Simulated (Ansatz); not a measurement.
Rb₂NbCuSe₄:
```
CELL_PARAMETERS angstrom
      0.00000     6.69869    11.88125
      2.81808     0.00000    11.88125
      2.81808     6.69869     0.00000
ATOMIC_POSITIONS crystal
  Rb 0.82060 0.82060 0.17940
  Rb 0.17940 0.17940 0.82060
  Rb 0.42940 0.42940 0.07060
  Rb 0.07060 0.07060 0.42940
  Nb 0.25000 0.25000 0.25000
  Nb 0.00000 0.00000 0.00000
  Cu 0.75000 0.75000 0.75000
  Cu 0.50000 0.50000 0.50000
  Se 0.70443 0.41021 0.09012
  Se 0.41021 0.70443 0.79523
  Se 0.79523 0.09012 0.41021
  Se 0.09012 0.79523 0.70443
  Se 0.54557 0.83979 0.15988
  Se 0.83979 0.54557 0.45477
  Se 0.45477 0.15988 0.83979
  Se 0.15988 0.45477 0.54557
```

Relaxed with LDA. Special points in fractions of this cell's reciprocal vectors: Γ (0.000, 0.000, 0.000); Y (0.500, 0.000, 0.500); T (1.000, 0.500, 0.500); Z (0.500, 0.500, 0.000); Σ0 (0.000, 0.308, 0.308); U0 (1.000, 0.692, 0.692); C0 (0.500, 0.220, 0.720); A0 (0.500, 0.780, 0.280); L (0.500, 0.500, 0.500).

Question: List the band energies nearest the valence-band maximum at these points for LDA in the plane-wave PAW code Ansatz.

Answer: In eV from the valence-band maximum; about four levels below and three above (degenerate sets whole), none deeper than 8.9 eV; points with the same levels are listed once.

```csv
k,below,above
Γ,-0.55 -0.50 -0.36 -0.29,1.65 1.67 1.87
Y,-0.91 -0.91 -0.91 -0.91 -0.59 -0.59,1.86 1.86 2.05 2.05
T,-0.82 -0.82 -0.63 -0.63,1.95 1.95 1.98 1.98
Z,-0.53 -0.53 -0.30 -0.30,1.62 1.62 2.04 2.04
Σ0,-0.43 -0.43 -0.16 -0.14 -0.05,1.96 2.09 2.31
C0,-0.22 -0.22 -0.01 -0.01,2.08 2.08 2.24 2.24
L,-0.19 -0.19 -0.09 -0.08,1.98 2.14 2.21
```

Space group Fddd. The first step of the workflow began from a Materials Project structure, measured or hypothetical; the Crystallography Open Database files this formula in space group No. 70, but the cells were not matched. Whether it is the stable phase at ambient conditions was not checked. The LDA relaxation kept the symmetry of its start; whether a distortion lowers the energy is not shown. The run is not spin-polarised. Scalar-relativistic: spin–orbit coupling is off unless named, which matters more the heavier the elements.

Potentials: the later of the program's two PAW sets.
